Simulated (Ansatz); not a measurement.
# Magnetic orders of NiGe

These are results of DFT r2SCAN, scalar-relativistic, plane waves, PAW in Ansatz, not measurements.

```xyz
2
Lattice="1.4836 1.4836 3.4859 1.4836 3.4859 1.4836 3.4859 1.4836 1.4836" Properties=species:S:1:pos:R:3 pbc="T T T"
Ni    0.0000    0.0000    0.0000
Ge    3.2265    3.2265    3.2265
```

| Property | Result |
| --- | --- |
| plane-wave cutoff | 500 eV |
| Γ-centred k-mesh | 18×18×18 |
| occupation rule | Gaussian smearing, 0.1 eV |
| list of starting moments (μB, in atom order) | 2.5 0 |
| check for lower electronic states after the SCF | off |

All runs keep this geometry, which stands near equilibrium for the lowest state (largest force there 0.000 eV/Å, pressure 0.0 GPa) and needn't be a stable compound; relaxing each order can shift differences of a few meV. Site moments are spin moments in atom-centred spheres that scale with the neighbour distance. The states are those that the runs reached from these starts; a lower one can exist. No antiferromagnetic start is among these.

Problem. Starts tried: no spin; large parallel starting moments. Which state comes out lowest, and what are the moments?

Solution. All starts lose their moments; the cell is non-magnetic at this level.

```tsv
start	ends	energy above lowest (meV/atom)	site moments (μB)	gap on mesh (eV)	P (GPa)
no spin	non-magnetic	0.00	none over 0.05	metal	0.0
large parallel starting moments	non-magnetic	0.00	none over 0.05	metal	0.0
```